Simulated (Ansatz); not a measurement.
BP (zinc blende)

```xyz
2
Lattice="0.0000 2.2683 2.2683 2.2683 0.0000 2.2683 2.2683 2.2683 0.0000" Properties=species:S:1:pos:R:3 pbc="T T T"
P      3.4024     3.4024     3.4024
B      0.0000     0.0000     0.0000
```

Scan: atom 1 (P, nearest neighbour B at 1.964 Å; its periodic images, 3.2 Å or more away, move with it) is displaced along Cartesian x, direction (1.000, 0.000, 0.000) in Cartesian axes, by s. The other atoms stay.

Calculation: r2SCAN (plane waves to 500 eV, PAW, scalar-relativistic; Ansatz, a quantum-chemistry and plane-wave program). k mesh 10×10×10 (Γ-centred), Fermi-Dirac smearing 0.05 eV. E stands for the smeared free energy. As the smearing reaches across the gap at some points, energies and forces of such displacements shift with the k mesh and the smearing. BP was relaxed with its symmetry unable to fall. The zero of ΔE is the undisplaced structure. The last digit holds for this mesh only.

```json
[
 {"s (Å)": "-0.390", "ΔE (meV/cell)": "1341.9"},
 {"s (Å)": "-0.312", "ΔE (meV/cell)": "893.9"},
 {"s (Å)": "-0.234", "ΔE (meV/cell)": "withheld"},
 {"s (Å)": "-0.156", "ΔE (meV/cell)": "236.3"},
 {"s (Å)": "-0.078", "ΔE (meV/cell)": "59.8"},
 {"s (Å)": "0.000", "ΔE (meV/cell)": "0.0"},
 {"s (Å)": "0.078", "ΔE (meV/cell)": "59.8"},
 {"s (Å)": "0.156", "ΔE (meV/cell)": "236.3"},
 {"s (Å)": "0.234", "ΔE (meV/cell)": "withheld"},
 {"s (Å)": "0.312", "ΔE (meV/cell)": "893.9"},
 {"s (Å)": "0.390", "ΔE (meV/cell)": "1341.9"}
]
```

### Question
Fit an even polynomial form (powers 2, 4, 6) to the given rows and predict ΔE at s = 0.234.

### Answer
Least squares on the 9 given rows: ΔE = (9895)·s² + (-7778)·s⁴ + (4789)·s⁶, in meV/cell with s in Å; root-mean-square residual 0.06 meV/cell. At 0.234 the fit gives 519.3 meV/cell; the calculation gives 518.9 meV/cell, so the interpolation is off by 0.4 (+0.1 %). The quadratic term alone would give 541.8 meV/cell.

(For displaced atoms, the force is minus the slope of the energy, and its curvature is a force constant, which sets phonon frequencies.)
